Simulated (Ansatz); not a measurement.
Input, command and steps of an Ansatz relaxation.

```yaml
crystal:
  lattice:
    - [4.3530504147, 0.0, 0.0]
    - [-2.1765252073, 3.7698522431, 0.0]
    - [0.0, 0.0, 6.7726393508]
  atoms:
    - { symbol: Cd, position: [0.0, 0.0, 0.0] }
    - { symbol: Cd, position: [0.3333333333, 0.6666666667, 0.645] }
    - { symbol: Cd, position: [0.6666666667, 0.3333333333, 0.355] }
    - { symbol: S, position: [0.3333333333, 0.6666666667, 0.245] }
    - { symbol: S, position: [0.6666666667, 0.3333333333, 0.755] }
basis:
  ecutwfc: 420
kpoints:
  mp_grid: { grid: [6, 6, 4] }
hamiltonian:
  xc: pbe
scf:
  occupations: { method: gaussian, width: 0.1 }
  lower_state_search: "off"
output:
  forces: true
  stress: true
  eigenvalues: true
relax:
  adjacent_minimum: "off"
  f_tol: 0.04
  max_steps: 70
  cell: { stress_tol: 0.4 }
```

```bash
ansatz run input.yaml --threads 1 --pin off --max-ram 2560MiB --backend cpu --events-out ev --progress --plain --runs-dir out
```

Level of theory: DFT PBE, scalar-relativistic, plane waves, PAW in Ansatz 0.2.0.

Of 13 frames 10 are shown, positions in Å and forces in eV/Å; the SCF threshold varies from step to step. Steps run on the plane waves of an earlier cell, with a Pulay correction in the pressure. The basis is chosen afresh for the last frame, the zero of the energies, and at times for earlier ones too; energy and pressure step there, also at an unchanged geometry. Here that happened at step 7 (-9 meV/atom, 0.6 GPa); the frames before carry an error of that size.

```xyz
5
Lattice="4.3530 0.0000 0.0000 -2.1765 3.7699 0.0000 0.0000 0.0000 6.7726" Properties=species:S:1:pos:R:3:forces:R:3 pbc="T T T" step=1 free_energy_over_end_meV_per_atom=164.87 pressure_GPa=5.55
Cd    0.0000    0.0000    0.0000    0.0000    0.0000    0.0000
Cd    0.0000    2.5132    4.3684    0.0000    0.0000    0.2511
Cd    2.1765    1.2566    2.4043    0.0000    0.0000   -0.2511
S     0.0000    2.5132    1.6593    0.0000    0.0000    0.1157
S     2.1765    1.2566    5.1133    0.0000    0.0000   -0.1157
5
Lattice="4.4816 0.0000 0.0000 -2.2408 3.8812 0.0000 0.0000 0.0000 7.1047" Properties=species:S:1:pos:R:3:forces:R:3 pbc="T T T" step=2 free_energy_over_end_meV_per_atom=106.95 pressure_GPa=0.26
Cd    0.0000    0.0000    0.0000    0.0000    0.0000    0.0000
Cd    0.0000    2.5875    4.6414    0.0000    0.0000    0.0624
Cd    2.2408    1.2937    2.4633    0.0000    0.0000   -0.0624
S     0.0000    2.5875    1.8274    0.0000    0.0000    0.4753
S     2.2408    1.2937    5.2773    0.0000    0.0000   -0.4753
5
Lattice="4.4926 0.0000 0.0000 -2.2463 3.8907 0.0000 0.0000 0.0000 7.7665" Properties=species:S:1:pos:R:3:forces:R:3 pbc="T T T" step=4 free_energy_over_end_meV_per_atom=43.78 pressure_GPa=-0.49
Cd    0.0000    0.0000    0.0000    0.0000    0.0000    0.0000
Cd    0.0000    2.5938    5.1071    0.0000    0.0000    0.0291
Cd    2.2463    1.2969    2.6594    0.0000    0.0000   -0.0291
S     0.0000    2.5938    2.3822    0.0000    0.0000    0.1009
S     2.2463    1.2969    5.3843    0.0000    0.0000   -0.1009
5
Lattice="4.4275 0.0000 0.0000 -2.2137 3.8343 0.0000 0.0000 0.0000 8.0945" Properties=species:S:1:pos:R:3:forces:R:3 pbc="T T T" step=5 free_energy_over_end_meV_per_atom=34.80 pressure_GPa=-0.04
Cd    0.0000    0.0000    0.0000    0.0000    0.0000    0.0000
Cd    0.0000    2.5562    5.3182    0.0000    0.0000    0.0445
Cd    2.2137    1.2781    2.7763    0.0000    0.0000   -0.0445
S     0.0000    2.5562    2.6025    0.0000    0.0000   -0.1297
S     2.2137    1.2781    5.4920    0.0000    0.0000    0.1297
5
Lattice="4.4094 0.0000 0.0000 -2.2047 3.8187 0.0000 0.0000 0.0000 8.0795" Properties=species:S:1:pos:R:3:forces:R:3 pbc="T T T" step=6 free_energy_over_end_meV_per_atom=33.55 pressure_GPa=0.06
Cd    0.0000    0.0000    0.0000    0.0000    0.0000    0.0000
Cd    0.0000    2.5458    5.3142    0.0000    0.0000   -0.0216
Cd    2.2047    1.2729    2.7653    0.0000    0.0000    0.0216
S     0.0000    2.5458    2.5552    0.0000    0.0000   -0.0034
S     2.2047    1.2729    5.5243    0.0000    0.0000    0.0034
5
Lattice="4.4005 0.0000 0.0000 -2.2002 3.8109 0.0000 0.0000 0.0000 8.4181" Properties=species:S:1:pos:R:3:forces:R:3 pbc="T T T" step=8 free_energy_over_end_meV_per_atom=14.17 pressure_GPa=0.11
Cd    0.0000    0.0000    0.0000    0.0000    0.0000    0.0000
Cd    0.0000    2.5406    5.4714    0.0000    0.0000   -0.0379
Cd    2.2002    1.2703    2.9468    0.0000    0.0000    0.0379
S     0.0000    2.5406    2.6871    0.0000    0.0000    0.0326
S     2.2002    1.2703    5.7310    0.0000    0.0000   -0.0326
5
Lattice="4.3569 0.0000 0.0000 -2.1784 3.7732 0.0000 0.0000 0.0000 8.7487" Properties=species:S:1:pos:R:3:forces:R:3 pbc="T T T" step=9 free_energy_over_end_meV_per_atom=6.91 pressure_GPa=0.57
Cd    0.0000    0.0000    0.0000    0.0000    0.0000    0.0000
Cd    0.0000    2.5155    5.6006    0.0000    0.0000    0.0230
Cd    2.1784    1.2577    3.1481    0.0000    0.0000   -0.0230
S     0.0000    2.5155    2.8265    0.0000    0.0000   -0.0356
S     2.1784    1.2577    5.9222    0.0000    0.0000    0.0356
5
Lattice="4.3540 0.0000 0.0000 -2.1770 3.7707 0.0000 0.0000 0.0000 9.0779" Properties=species:S:1:pos:R:3:forces:R:3 pbc="T T T" step=10 free_energy_over_end_meV_per_atom=2.75 pressure_GPa=-0.03
Cd    0.0000    0.0000    0.0000    0.0000    0.0000    0.0000
Cd    0.0000    2.5138    5.7709    0.0000    0.0000   -0.0217
Cd    2.1770    1.2569    3.3070    0.0000    0.0000    0.0217
S     0.0000    2.5138    2.9613    0.0000    0.0000    0.0285
S     2.1770    1.2569    6.1166    0.0000    0.0000   -0.0285
5
Lattice="4.3416 0.0000 0.0000 -2.1708 3.7599 0.0000 0.0000 0.0000 9.2588" Properties=species:S:1:pos:R:3:forces:R:3 pbc="T T T" step=12 free_energy_over_end_meV_per_atom=1.96 pressure_GPa=0.00
Cd    0.0000    0.0000    0.0000    0.0000    0.0000    0.0000
Cd    0.0000    2.5066    5.8492    0.0000    0.0000   -0.0013
Cd    2.1708    1.2533    3.4096    0.0000    0.0000    0.0013
S     0.0000    2.5066    3.0450    0.0000    0.0000    0.0021
S     2.1708    1.2533    6.2138    0.0000    0.0000   -0.0021
5
Lattice="4.3416 0.0000 0.0000 -2.1708 3.7599 0.0000 0.0000 0.0000 9.2588" Properties=species:S:1:pos:R:3:forces:R:3 pbc="T T T" step=13 free_energy_over_end_meV_per_atom=0.00 pressure_GPa=0.13
Cd    0.0000    0.0000    0.0000    0.0000    0.0000    0.0000
Cd    0.0000    2.5066    5.8492    0.0000    0.0000   -0.0012
Cd    2.1708    1.2533    3.4096    0.0000    0.0000    0.0012
S     0.0000    2.5066    3.0450    0.0000    0.0000    0.0019
S     2.1708    1.2533    6.2138    0.0000    0.0000   -0.0019
```

The start puts this composition into another compound's structure type, which needn't suit it. The cell swells from 22.2 to 30.2 Å³ an atom, so the end can be far from any stable crystal. At the end the space group is P-3m1 (tolerance 0.05 Å).

The run took 46 s on 1 thread of Intel(R) Xeon(R) 6975P-C (Granite Rapids) (shared host), peak memory 0.47 GiB.

The k mesh is coarse.